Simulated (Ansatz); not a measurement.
Free-standing chains of the atoms of Rh, named by their start (strip: triangular double chain, ladder: square double chain); atoms and period are relaxed, and energies count from relaxed bulk Rh (Fm-3m, 13.72 Å³/atom, gap on the mesh 0.00 eV).

Computed with Ansatz 0.2.0, DFT r2SCAN, scalar-relativistic, plane waves, PAW.

Cutoff 500 eV, Gaussian smearing of 0.05 eV, energies at zero smearing, symmetry of each start kept, collinear spin where a moment is listed.

| start | atoms | k mesh | excess energy (eV per host atom) | period (Å) | highest filled level or Fermi level under vacuum (eV) | size of the moment (μB per cell) |
| --- | --- | --- | --- | --- | --- | --- |
| linear chain | 1 | 1×1×26 | 3.724 | 2.394 | 5.06 | 2.00 |
| dimerised chain | 2 | 1×1×13 | 3.724 | 4.790 | 5.05 | 4.00 |
| zigzag chain* | 2 | 1×1×15 | 2.653 | 2.526 | - | 2.92 |
| ladder chain | 4 | 1×1×13 | 2.581 | 4.725 | - | 3.15 |
| strip chain | 2 | 1×1×25 | 2.661 | 2.534 | - | 2.89 |

Zero in every row: gap on the mesh (eV).

* ends far from its start.

Each run keeps its start's symmetry and one magnetic start, so lower states can exist. Rows stand on unlike meshes and boxes, so starts that end alike can differ by a few hundredths of an eV per atom.

Cost: 5 runs of about 51 core-minutes in all, on Intel Xeon Processor @ 2.70GHz (shared hosts).